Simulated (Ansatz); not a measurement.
Os:
```cif
data_Os2
_chemical_formula_sum 'Os2'
_space_group_name_H-M_alt 'Im-3m'
_space_group_IT_number 229
_space_group_name_Hall '-I 4 2 3'
_cell_length_a 3.06201
_cell_length_b 3.06201
_cell_length_c 3.06201
_cell_angle_alpha 90.000
_cell_angle_beta 90.000
_cell_angle_gamma 90.000
loop_
_atom_site_label
_atom_site_type_symbol
_atom_site_symmetry_multiplicity
_atom_site_Wyckoff_symbol
_atom_site_fract_x
_atom_site_fract_y
_atom_site_fract_z
_atom_site_occupancy
Os1 Os 2 a 0.00000 0.00000 0.00000 1
```
(The calculation used a cell of 1 atom; values per cell refer to that cell.)

Relaxed with PBEsol.

Question: Which orbitals make up the states near the Fermi level in DFT-PBEsol in the program Ansatz with PAW potentials?

Answer: Within 0.5 eV of the Fermi level: Os 5d 98 %. Projections are on Löwdin-orthogonalised atomic valence shells; empty p or d shells of many metals are not among them.

Question: Tabulate the density of states.

Answer: States/eV per cell of 1 atom, in 0.25 eV bins, energy from the Fermi level.

```csv
E (eV),total,Os 5d,Os 6s,Os 5p
-7.85,0.40,0.19,0.21,0.01
-7.60,0.65,0.38,0.25,0.01
-7.35,0.72,0.47,0.23,0.01
-7.10,0.81,0.58,0.22,0.01
-6.85,0.90,0.68,0.20,0.01
-6.60,1.05,0.85,0.18,0.01
-6.35,1.23,1.05,0.16,0.01
-6.10,1.05,0.90,0.12,0.01
-5.85,0.53,0.48,0.04,0.01
-5.60,0.44,0.41,0.02,0.00
-5.35,1.36,1.33,0.01,0.01
-5.10,1.91,1.86,0.01,0.02
-4.85,1.61,1.55,0.02,0.01
-4.60,1.13,1.08,0.03,0.01
-4.35,1.01,0.94,0.05,0.01
-4.10,1.10,0.99,0.07,0.01
-3.85,1.95,1.71,0.15,0.02
-3.60,1.62,1.42,0.12,0.02
-3.35,0.86,0.73,0.08,0.01
-3.10,0.57,0.46,0.06,0.01
-2.85,0.49,0.39,0.05,0.00
-2.60,0.45,0.37,0.04,0.00
-2.35,0.45,0.37,0.03,0.00
-2.10,0.46,0.39,0.03,0.00
-1.85,0.59,0.52,0.03,0.00
-1.60,0.82,0.75,0.03,0.00
-1.35,0.88,0.82,0.02,0.00
-1.10,0.97,0.91,0.02,0.00
-0.85,1.11,1.06,0.02,0.00
-0.60,1.29,1.24,0.02,0.00
-0.35,1.27,1.23,0.01,0.00
-0.10,1.39,1.36,0.01,0.00
0.15,1.35,1.32,0.01,0.00
0.40,1.57,1.54,0.02,0.00
0.65,2.64,2.54,0.07,0.00
0.90,1.15,1.03,0.08,0.00
1.15,0.86,0.73,0.09,0.00
1.40,0.70,0.57,0.08,0.00
1.65,0.61,0.50,0.08,0.00
1.90,0.57,0.46,0.07,0.00
2.15,0.54,0.44,0.07,0.00
2.40,0.52,0.42,0.07,0.00
2.65,0.39,0.29,0.07,0.00
2.90,0.31,0.21,0.07,0.00
3.15,0.27,0.17,0.07,0.00
3.40,0.30,0.18,0.07,0.00
3.65,0.27,0.14,0.07,0.00
3.90,0.26,0.12,0.07,0.00
4.15,0.25,0.11,0.07,0.00
4.40,0.25,0.10,0.07,0.00
4.65,0.24,0.09,0.07,0.00
```

The start of the workflow was typed in or built on a structure type; neither database checked (COD, Materials Project) lists it. It is not the phase usual at ambient conditions (space group No. 194). Symmetry was held in the PBEsol relaxation. At this level the phase is mechanically unstable. The run is not spin-polarised. Spin–orbit coupling is left out wherever it is not named.

Potentials: the earlier of the program's two PAW sets. The files were generated under PBE; for other functionals the program regenerates the frozen cores, and for LDA and PBEsol the local potential too.
